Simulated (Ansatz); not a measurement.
Starting cell, MgO (rock salt):

```xyz
2
Lattice="0.0000 2.1269 2.1269 2.1269 0.0000 2.1269 2.1269 2.1269 0.0000" Properties=species:S:1:pos:R:3 pbc="T T T"
O      0.0000     0.0000     0.0000
Mg     2.1269     2.1269     2.1269
```

Scan: atom 1 (O, nearest neighbour Mg at 2.127 Å; its periodic images, 3.0 Å or more away, move with it) is displaced along Cartesian x, direction (1.000, 0.000, 0.000) in Cartesian axes, by s. The other atoms stay.

All values below come from PBE (plane waves to 420 eV, PAW, scalar-relativistic; Ansatz, a first-principles code). k mesh 11×11×11 (Γ-centred), Fermi-Dirac smearing 0.05 eV. Energies are smeared free energies. MgO was relaxed with its symmetry unable to fall. ΔE is measured from the undisplaced structure.

```json
[
 {"s (Å)": "-0.430", "ΔE (meV/cell)": "775"},
 {"s (Å)": "-0.344", "ΔE (meV/cell)": "412"},
 {"s (Å)": "-0.258", "ΔE (meV/cell)": "198"},
 {"s (Å)": "-0.172", "ΔE (meV/cell)": "78"},
 {"s (Å)": "-0.086", "ΔE (meV/cell)": "18"},
 {"s (Å)": "0.000", "ΔE (meV/cell)": "0"},
 {"s (Å)": "0.086", "ΔE (meV/cell)": "18"},
 {"s (Å)": "0.172", "ΔE (meV/cell)": "78"},
 {"s (Å)": "0.258", "ΔE (meV/cell)": "198"},
 {"s (Å)": "0.344", "ΔE (meV/cell)": "412"},
 {"s (Å)": "0.430", "ΔE (meV/cell)": "775"}
]
```

Question: What force constant k = d²E/ds² at s = 0 does the table give?

Answer: 4.7 eV/Å². It is the second difference of the nearest points, corrected with the next pair.

Question: With k = 4.71 eV/Å² from the forces, is the well harmonic out to s = 0.430 Å?

Answer: ½ks² = 436 meV/cell against the computed 775 meV/cell, so the well is stiffer than harmonic there.

(A displaced cell: forces are minus the slopes of the energy, force constants its curvatures, and phonons follow from these.)
